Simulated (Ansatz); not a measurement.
**Ca (fcc, Cu type): frozen-phonon scan**

Relaxed Ca (fcc, Cu type):

```
CELL_PARAMETERS angstrom
      0.00000     5.52644     5.52644
      2.76322     0.00000     2.76322
      2.76322     2.76322     0.00000
ATOMIC_POSITIONS crystal
  Ca 0.00000 0.00000 0.00000
  Ca 0.50000 0.00000 0.00000
```

A phonon eigenvector at L = (0.5, 0.0, 0.0) is frozen into this cell: atom i moves by Q times the vector below, so Q is the largest atomic displacement, in Å. The cell is held. It is one choice among 2 degenerate patterns. (q is in reciprocal vectors of the primitive cell; the cell shown is doubled to hold the pattern.)

| atom | x | y | z |
|---|---|---|---|
| Ca1 | 0.285 | -0.520 | 0.805 |
| Ca2 | -0.285 | 0.520 | -0.805 |

Level of theory: PBE (plane waves to 420 eV, PAW, scalar-relativistic; Ansatz, a quantum-chemistry and plane-wave program). k mesh 15×15×15 (Γ-centred), Fermi-Dirac smearing 0.05 eV. Energies are smeared free energies. With partly filled bands, energies and forces of such displacements shift with the k mesh and the smearing. Ca was relaxed with its symmetry unable to fall. The PAW data are Ansatz's earlier set. ΔE is measured from the undisplaced structure.

| Q (Å) | ΔE (meV/cell) | −dE/dQ from forces (eV/Å) |
|---|---|---|
| -0.280 | 63 | 0.415 |
| -0.233 | 45 | 0.363 |
| -0.187 | 29 | 0.303 |
| -0.140 | 17 | 0.234 |
| -0.093 | 8 | 0.160 |
| -0.047 | 2 | 0.081 |
| 0.000 | 0 | 0.000 |
| 0.047 | 2 | -0.081 |
| 0.093 | 8 | -0.160 |
| 0.140 | 17 | -0.234 |
| 0.187 | 29 | -0.303 |
| 0.233 | 45 | -0.363 |
| 0.280 | 63 | -0.415 |

Key numbers:

The energy at Q = 0.280 Å comes out as 63 meV/cell. Space group of the distorted cell: P-1 (No. 2), lowered from Fm-3m. Symmetry of the curve: even: the same for both signs. Shape of the curve: a single well with its minimum at or next to zero displacement. Harmonic wavenumber from the curvature (finite differences): 77 cm⁻¹. Wavenumber by perturbation theory (DFPT, on another k mesh): 77 cm⁻¹.

(For displaced atoms, the force is minus the slope of the energy, and its curvature is a force constant, which sets phonon frequencies.)
